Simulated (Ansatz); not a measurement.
**Profile along the P–Al line in AlP (zinc blende)**

AlP (zinc blende)

```cif
data_Al4P4
_chemical_formula_sum 'P4 Al4'
_space_group_name_H-M_alt 'F-43m'
_space_group_IT_number 216
_space_group_name_Hall 'F -4 2 3'
_cell_length_a 5.50776
_cell_length_b 5.50776
_cell_length_c 5.50776
_cell_angle_alpha 90.000
_cell_angle_beta 90.000
_cell_angle_gamma 90.000
loop_
_atom_site_label
_atom_site_type_symbol
_atom_site_symmetry_multiplicity
_atom_site_Wyckoff_symbol
_atom_site_fract_x
_atom_site_fract_y
_atom_site_fract_z
_atom_site_occupancy
P1 P 4 d 0.75000 0.75000 0.75000 1
Al1 Al 4 a 0.00000 0.00000 0.00000 1
```
(The calculation used a cell of 2 atoms; values per cell refer to that cell.)

Fields along a shortest P–Al line of a {110} plane (2.38 Å), from P to Al, interpolated on the slice's grid (step about 0.2 Å). These are PBE (plane waves to 420 eV, PAW, scalar-relativistic; Ansatz, a first-principles code) values and carry that method's errors. k mesh 10×10×10. These are valence fields of a PAW run, semicore shells included where kept as valence: close to a nucleus they are smooth pseudo fields. AlP was relaxed with its symmetry unable to fall.

| distance from P (Å) | valence electron density (e/Å³) | electron localisation function |
|---|---|---|
| 0.00 | 0.02 | x |
| 0.24 | 0.16 | x |
| 0.48 | 0.60 | x |
| 0.71 | 0.80 | 0.90 |
| 0.95 | 0.68 | 0.93 |
| 1.19 | 0.51 | 0.94 |
| 1.43 | 0.38 | 0.93 |
| 1.67 | 0.25 | 0.73 |
| 1.90 | 0.11 | x |
| 2.14 | 0.06 | x |
| 2.38 | 0.06 | x |

x: too close to a nucleus for the ELF to mean much.

Density on the P–Al line (2.38 Å) at its midpoint: 0.51 e/Å³. ELF at that point: 0.9. ELF maximum in the middle third of the P–Al line: 0.94, 1.1 Å from P.
